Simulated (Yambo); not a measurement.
WCu$_{2}$S$_{4}$ (space group P-42m, No. 111), G0W0@PBEsol in Yambo with this input:

```
rim_cut
gw0
dyson
el_el_corr
HF_and_locXC
ppa
em1d
RandQpts= 1000000
RandGvec= 1 Ry
EXXRLvcs= 92 Ry
VXCRLvcs= 368 Ry
Chimod= "HARTREE"
% BndsRnXp
 10 | 306 |
%
NGsBlkXp= 8 Ry
% LongDrXp
 1.0 | 1.0 | 1.0 |
%
PPAPntXp= 27.2114 eV
% GbndRnge
 1 | 306 |
%
GTermKind= "BG"
DysSolver= "n"
ExtendOut
```

On a 2×2×2 mesh, with wavefunctions cut at 92 Ry, the gap (A → X) is 2.300 eV and the valence edge shifts by -0.561 eV.

What happens with this change: no random integration?

The gap falls by 0.035 eV, to 2.265 eV; the shift of the valence edge becomes -0.352 eV. Neither run is shown to be the converged limit.

Spin-orbit coupling is not included.

Geometry relaxed with PBE+D3(BJ); primitive cell a = b = 5.3759 Å, c = 5.0601 Å, α = β = γ = 90.00°.

The structure is a Materials Project entry; no match was found in the copy of COD used, and its stability was not checked.

A shift is the quasiparticle energy of the state minus its PBEsol energy.
